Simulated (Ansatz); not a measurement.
Trial structure of ScSbTe3, not yet relaxed:

```cif
data_structure
_symmetry_space_group_name_H-M 'Pm-3m'
_symmetry_Int_Tables_number 221
_cell_length_a 5.5865
_cell_length_b 5.5865
_cell_length_c 5.5865
_cell_angle_alpha 90.000
_cell_angle_beta 90.000
_cell_angle_gamma 90.000
_cell_volume 174.35
loop_
_atom_site_label
_atom_site_type_symbol
_atom_site_symmetry_multiplicity
_atom_site_Wyckoff_symbol
_atom_site_fract_x
_atom_site_fract_y
_atom_site_fract_z
_atom_site_occupancy
Sc1 Sc 1 a 0.00000 0.00000 0.00000 1
Sb1 Sb 1 b 0.50000 0.50000 0.50000 1
Te1 Te 3 c 0.00000 0.50000 0.50000 1
```

Method: DFT PBE, scalar-relativistic, plane waves, PAW (Ansatz 0.2.0). Plane waves to 420 eV, a k mesh through Γ of 4×4×4 on the computed 5-atom cell and Gaussian smearing (0.10 eV); no spin polarisation.

The zero of energy is the elements' standard structures at the same level; no fitted shifts are applied.

**Question.** What does a single point on this coarse mesh give?

**Answer.** The pressure is 2.1 GPa (it wants to expand), the largest force is 0.00 eV/Å (symmetry fixes the atoms), and the energy is +0.40 eV/atom against the elements. The shortest distance is 2.79 Å.

**Question.** Is it a good guess?

**Answer.** A good one: relaxing gains under 0.1 eV/atom (the start's value is from the coarse mesh, so the gain is rough) in 6 ionic steps and ends at +0.34 eV/atom on the finer mesh. The symmetry stays Pm-3m (No. 221). The end has the cubic perovskite type. The volume per atom grows by 4.6 %, from 34.9 to 36.5 Å³. The shortest distance goes from 2.79 Å (Sb–Te) to 2.84 Å (Sb–Te). Conventional cell: a = 5.670 Å. Sc is surrounded by 12 Te at 4.01 Å; around Sb lie 6 Te at 2.84 Å; around Te lie 2 Sb at 2.84 Å, 4 Sc at 4.01 Å and 8 Te at 4.01 Å.

The last run used collinear spin, an 8×8×8 mesh for its 5-atom cell and Gaussian smearing of 0.10 eV. Spin–orbit coupling, which can matter for Sb and Te, is left out. The reference form of Te is held partly by dispersion forces, which this level lacks. Another magnetic order may lie lower. The relaxation can't lower the symmetry of the start, and the grade says only how near the guess is to its own end. Symmetry constrained the relaxation, so the result can be a saddle point. Another cell of ScSbTe3 relaxed alike but without spin, in R3m, lies 0.84 eV/atom lower, so this cell isn't the stable form at this level.
